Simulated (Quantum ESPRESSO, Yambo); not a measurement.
# LaOF: DFT and GW levels

Space group P4/nmm, origin choice 1 (No. 129); a = b = 4.069 Å, c = 5.814 Å, α = β = γ = 90.00°

```csv
atom,site,symmetry,x,y,z
O,2b,-4m2,0.5000,0.5000,0.5000
F,2a,-4m2,0.0000,0.0000,0.0000
La,2c,4mm,0.0000,0.5000,0.2843
```

The geometry is that of Materials Project entry mp-7100, symmetrised and not relaxed again.

Starting point: norm-conserving PBEsol (Quantum ESPRESSO, 110 Ry, scalar-relativistic). G0W0 in Yambo: 4×4×2 Γ-centred k mesh, 144 bands and a 7 Ry block in the screening, 144 bands in G with the Bruneval-Gonze terminator, plasmon pole fitted at 27.2 eV.

The PBEsol gap along the band path is 4.58 eV. The PBEsol gap between the mesh's edge points ((0.25, 0.25, -0.5) → A) is 4.59 eV and the G0W0 gap between the same points comes out as 7.55 eV. The PBEsol smallest direct gap on the mesh (at (0.25, 0.25, 0)) comes out as 4.79 eV and the G0W0 direct gap at that point comes out as 7.75 eV. The smallest G0W0 gap among all computed states (the edges move to other k points) is 7.07 eV.

| k point | band | E PBEsol (eV) | E QP (eV) | shift (eV) | Z |
|---|---|---|---|---|---|
| Γ | VB | -0.35 | -1.05 | -0.70 | 0.79 |
| Γ | CB | 4.86 | 6.49 | 1.64 | 0.84 |
| Z | VB | -0.22 | -0.91 | -0.69 | 0.79 |
| Z | CB | 4.98 | 7.37 | 2.40 | 0.82 |
| X | VB | -0.43 | -1.19 | -0.76 | 0.79 |
| X | CB | 4.87 | 7.48 | 2.62 | 0.82 |
| R | VB | -0.60 | -1.34 | -0.74 | 0.79 |
| R | CB | 4.93 | 8.33 | 3.40 | 0.81 |
| (0.25, 0.25, 0) | VB | -0.08 | -0.75 | -0.67 | 0.79 |
| (0.25, 0.25, 0) | CB | 4.71 | 7.00 | 2.29 | 0.82 |
| (0.25, 0.25, -0.5) | VB | 0.00 | -0.68 | -0.68 | 0.79 |
| (0.25, 0.25, -0.5) | CB | 4.84 | 7.33 | 2.49 | 0.82 |
| M | VB | -0.33 | -1.07 | -0.74 | 0.79 |
| M | CB | 4.75 | 6.39 | 1.65 | 0.83 |
| A | VB | -0.36 | -1.10 | -0.74 | 0.79 |
| A | CB | 4.59 | 6.87 | 2.28 | 0.82 |

Energies count from the PBEsol valence-band maximum.

Nearest settings tried, and what they do to the gap: 1 Ry block (17 vectors against 221): +1572 meV. Not varied: bands in G, bands in W, mesh. So the settings aren't converged at that level.

The 4f states are in the valence at their DFT position.

The structure is a Materials Project entry; no match was found in the copy of COD used, and its stability was not checked.
